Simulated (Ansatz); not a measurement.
## Optical constants of CsMgF3

Computed with DFT PBEsol, scalar-relativistic, plane waves, PAW (Ansatz 0.2.0). Cutoff 420 eV, 6×6×6 k-points (Γ-centred), Gaussian smearing of 0.01 eV. No spin polarisation.

Equilibrium structure at this level:
```
Cs Mg F
1.0
     3.99940    0.00000    0.00000
     0.00000    3.99940    0.00000
     0.00000    0.00000    3.99940
Cs Mg F
1 1 3
Direct
  0.00000 0.00000 0.00000
  0.50000 0.50000 0.50000
  0.50000 0.50000 0.00000
  0.50000 0.00000 0.50000
  0.00000 0.50000 0.50000
```

The cell is the ideal cubic perovskite prototype; whether it is the stable structure of this composition wasn't checked. Spin–orbit coupling is left out, which matters for heavy elements.

Independent-particle response (no local fields, no excitons) on a 10×10×10 mesh, broadened by 0.1 eV. Light polarised along z.

Problem. Tabulate n, κ, the reflectivity and the absorption coefficient against photon energy.

Solution.
| E (eV) | n | κ | R | α (10⁵ cm⁻¹) |
| --- | --- | --- | --- | --- |
| 0.2 | 1.68 | 0.00 | 0.06 | 0.00 |
| 0.5 | 1.68 | 0.00 | 0.06 | 0.00 |
| 0.8 | 1.68 | 0.00 | 0.06 | 0.00 |
| 1.1 | 1.68 | 0.00 | 0.06 | 0.00 |
| 1.4 | 1.69 | 0.00 | 0.07 | 0.00 |
| 1.7 | 1.69 | 0.00 | 0.07 | 0.00 |
| 2.0 | 1.69 | 0.00 | 0.07 | 0.00 |
| 2.3 | 1.70 | 0.00 | 0.07 | 0.00 |
| 2.6 | 1.70 | 0.00 | 0.07 | 0.00 |
| 2.9 | 1.71 | 0.00 | 0.07 | 0.00 |
| 3.2 | 1.71 | 0.00 | 0.07 | 0.00 |
| 3.5 | 1.72 | 0.00 | 0.07 | 0.00 |
| 3.8 | 1.73 | 0.00 | 0.07 | 0.00 |
| 4.1 | 1.74 | 0.00 | 0.07 | 0.00 |
| 4.4 | 1.75 | 0.00 | 0.07 | 0.00 |
| 4.7 | 1.76 | 0.00 | 0.08 | 0.00 |
| 5.0 | 1.77 | 0.00 | 0.08 | 0.00 |
| 5.3 | 1.78 | 0.00 | 0.08 | 0.00 |
| 5.6 | 1.80 | 0.00 | 0.08 | 0.00 |
| 5.9 | 1.82 | 0.00 | 0.08 | 0.00 |
| 6.2 | 1.84 | 0.00 | 0.09 | 0.00 |
| 6.5 | 1.86 | 0.00 | 0.09 | 0.00 |
| 6.8 | 1.89 | 0.00 | 0.09 | 0.00 |
| 7.1 | 1.92 | 0.00 | 0.10 | 0.00 |
| 7.4 | 1.96 | 0.00 | 0.11 | 0.00 |
| 7.7 | 2.02 | 0.00 | 0.11 | 0.01 |
| 8.0 | 2.08 | 0.05 | 0.12 | 0.40 |
| 8.3 | 2.12 | 0.08 | 0.13 | 0.69 |
| 8.6 | 2.16 | 0.12 | 0.14 | 1.01 |
| 8.9 | 2.23 | 0.14 | 0.15 | 1.24 |
| 9.2 | 2.34 | 0.21 | 0.16 | 1.92 |
| 9.5 | 2.42 | 0.30 | 0.18 | 2.91 |
| 9.8 | 2.56 | 0.48 | 0.21 | 4.79 |
| 10.1 | 2.56 | 0.87 | 0.24 | 8.91 |
| 10.4 | 2.09 | 0.96 | 0.20 | 10.16 |
| 10.7 | 2.10 | 0.88 | 0.19 | 9.55 |
| 11.0 | 2.04 | 0.94 | 0.19 | 10.44 |
| 11.3 | 1.96 | 0.99 | 0.20 | 11.33 |
| 11.6 | 1.75 | 0.94 | 0.17 | 11.02 |
| 11.9 | 1.80 | 0.86 | 0.16 | 10.38 |

Problem. Where is the highest local maximum of ε₂ between 0.3 and 12 eV?

Solution. At 10.2 eV, where ε₂ = 5.0.

Problem. How do the static value and the gaps compare?

Solution. ε₁(0) = 2.82; on the self-consistent k mesh the Kohn–Sham gap is 7.80 eV and the least direct gap 7.81 eV.

Symmetry holds off the tilts and polar distortions that many cubic perovskites undergo.

Cost: 1 run of about 1.4 core-minutes, on Intel Xeon Processor @ 2.50GHz (Skylake/Cascade Lake) (shared hosts).